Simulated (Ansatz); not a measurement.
GeSe in space group Pnma (No. 62; Ge on 4c, Se on 4c), the program Ansatz at the PBE+D3(BJ) level (PAW). The conduction-band minimum lies on the Γ–Z line, 14 % of the way from Γ, with 2 equivalent valleys. Second derivatives d²E/dk² of the lowest band at one valley (eV·Å²), along Cartesian directions:

```
direction  d²E/dk²
---------  -------
[100]        93.00
[010]        6.296
[001]        3.146
[110]        49.75
[101]        48.17
[011]        4.723
```

Task: Find the principal effective masses, the density-of-states mass and the conductivity mass.

Result: Off-diagonal terms follow from H_xy = H[110] − (H_xx + H_yy)/2, and m*/mₑ = 7.620 eV·Å² over each eigenvalue: 0.082, 1.2, 2.4. One valley's DOS mass (m₁m₂m₃)^(1/3) = 0.62, conductivity mass 3/(Σ 1/mᵢ) = 0.22 mₑ.

Task: What effective density of states Nc follows at 300 K for parabolic valleys?

Result: Nc = 2.509e19 × 2 × (0.62)^(3/2) ≈ 2.5e19 cm⁻³.

The cell was relaxed with PBE+D3(BJ) under the symmetry of its start. Spin–orbit coupling is left out wherever it is not named.

Potentials: the earlier of the program's two PAW sets.

Edges and masses are those of Kohn–Sham bands, whose gap is no quasiparticle gap.
